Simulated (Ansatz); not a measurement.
**What a change of settings does: LaTe**

First run: DFT, LDA, PAW with Ansatz's default frozen-core files, scalar-relativistic (Ansatz 0.2.0).

Command: `ansatz run input.yaml --threads 1 --pin off --max-ram 2048MiB --backend cpu --events-out ev --progress --plain --runs-dir out` It took 19 s on 1 thread of Arm Neoverse V1, with other jobs on the host, peak memory 0.38 GiB.

```yaml
crystal:
  lattice:
    - [0.0, 3.218, 3.218]
    - [3.218, 0.0, 3.218]
    - [3.218, 3.218, 0.0]
  atoms:
    - { symbol: La, position: [0.0, 0.0, 0.0] }
    - { symbol: Te, position: [0.5, 0.5, 0.5] }
kpoints:
  mp_grid: { grid: [11, 11, 11] }
scf:
  occupations: { method: fermi_dirac, width: 0.05 }
hamiltonian:
  xc: lda
  pseudopotentials: { kind: paw }
output:
  forces: true
  stress: true
relax:
  f_tol: 0.005
  max_steps: 50
  cell: {}
```

The cell is entry 4344351 of the Crystallography Open Database, unrelaxed.

This run: cell and atoms relaxed.

It converges in 27 SCF iterations over all geometries at a pressure of -0.01 GPa, ending at 31.93 Å³/atom, cutoff 420 eV.

The input is then changed:

```diff
   occupations: { method: fermi_dirac, width: 0.05 }
+  mixing: { preconditioner: local_kerker }
 hamiltonian:
   stress: true
+  write_density: true
+  write_potential: true
+  elf: true
+  volumetric_format: npy
 relax:
```

**Question.** What does the second run give?

**Answer.** It converges in 25 SCF iterations over all geometries at a pressure of -0.01 GPa, ending at 31.93 Å³/atom, cutoff 420 eV, free energy 0.0 meV/atom against the first run's. Results part of its log:
```
basis re-selected at this cell: Δ(F+E_penalty+E_count) = +3.387e-4 eV, ΔP = -0.002 GPa vs the last step (what re-selecting the basis moved, of the pressure what is left beyond the Pulay correction that the steps carried, after the strain that the cell walked since its last selection, with what the two solves' SCF thresholds leave and, on support functions, any second-order correction that the steps lacked; it is no measure of the basis error at this ecutwfc). The dense FFT grid was sized anew with the basis: this SCF ran on 30×30×30 points, the steps before it on 32×32×32, so part of this shift can come from that change (see relax.cell in the input reference). This SCF's stress stands 6.52e-3 GPa from its target on what of the cell is left free (relax.cell.stress_tol is 5.00e-2 GPa) and its largest allowed force component is 7.63e-30 eV/Å (relax.f_tol is 5.00e-3 eV/Å): within both
SCF converged after 5 iterations
Free energy (F): -12906.585303 eV
Harris-Foulkes:  -12906.585303 eV  (|F-HF|=5.46e-12)
Internal energy: -12906.573293 eV  (E = F + TS)
E sigma→0 (E₀):  -12906.579298 eV
Entropy (-TS):   -0.012010 eV (-6.005 meV/atom)
Fermi energy:    11.791359 eV
--- Per-component energies (eV) ---
  E_band       = -269.594504
  E_kinetic    = 376.015955
  E_local      = -1592.236662  (includes V_loc(G=0)·N_el)
  E_nonlocal   = -203.336080
  E_hartree    = 928.036491
  E_xc         = -263.412234
  E_vxc        = -253.920599  (∫ρ·V_xc dr)
  E_paw        = -9755.906216  (= ΣΔE_a)
  E_vpaw       = -452.189881  (= ΣTr[D̂ρ^β])
  E_aug_tail   = -0.000256  (compensation charges beyond the density's cutoff)
[... lines left out ...]
--- Stress (GPa, compression-positive) ---
       -0.006520      -0.000000      -0.000000
       -0.000000      -0.006520      -0.000000
       -0.000000      -0.000000      -0.006520
  P = ⅓ Tr σ = -0.0065 GPa (-0.065 kbar)
--- Band table (eV; the first three rows and the last of 56) ---
  k-point 0: bands = ["-25.5013", "-25.5013", "-25.4750", "-25.4750", "-25.4750", "-21.4973", "-5.1152", "-5.1152", "-5.1152", "-0.6556", "9.5418", "9.5418", "9.5418", "11.7886", "11.7886", "11.7886", "12.5243", "12.5243"]
  k-point 1: bands = ["-25.5013", "-25.5013", "-25.4749", "-25.4749", "-25.4749", "-21.4950", "-5.1699", "-5.1161", "-5.1161", "-0.5563", "9.1446", "9.3144", "9.3144", "11.8095", "11.8977", "11.8977", "12.7304", "12.7304"]
  k-point 2: bands = ["-25.5014", "-25.5014", "-25.4749", "-25.4748", "-25.4748", "-21.4890", "-5.3081", "-5.1186", "-5.1186", "-0.2927", "8.3337", "8.8464", "8.8464", "11.8590", "12.1744", "12.1744", "13.0272", "13.0272"]
  k-point 55: bands = ["-25.5044", "-25.5012", "-25.4746", "-25.4744", "-25.4737", "-21.4549", "-5.3908", "-5.3715", "-5.2751", "0.0499", "7.7035", "8.3176", "8.3607", "12.0813", "12.4827", "13.1254", "13.1423", "13.1970"]
--- Relaxed structure (4 steps of the walk, 4 accepted, 1 SCFs on fresh bases) ---
  F+E_penalty+E_count = -12906.58530339 eV   max|allowed force component| = 7.626e-30 eV/Å   (the final SCF, on the basis selected at the relaxed cell)
  cell:  # Å, volume = 63.8521 Å³
    - [-9.87228350041067e-35, 3.172355308193769, 3.172355308193769]
    - [3.172355308193769, -1.372565839494495e-33, 3.172355308193769]
    - [3.172355308193769, 3.172355308193769, -1.7833802115134567e-33]
  atoms:
    - { symbol: La, position: [8.104506317688709e-36, -8.104506317689842e-36, -4.925046146890763e-35] }
    - { symbol: Te, position: [0.5, 0.5, 0.5] }
```
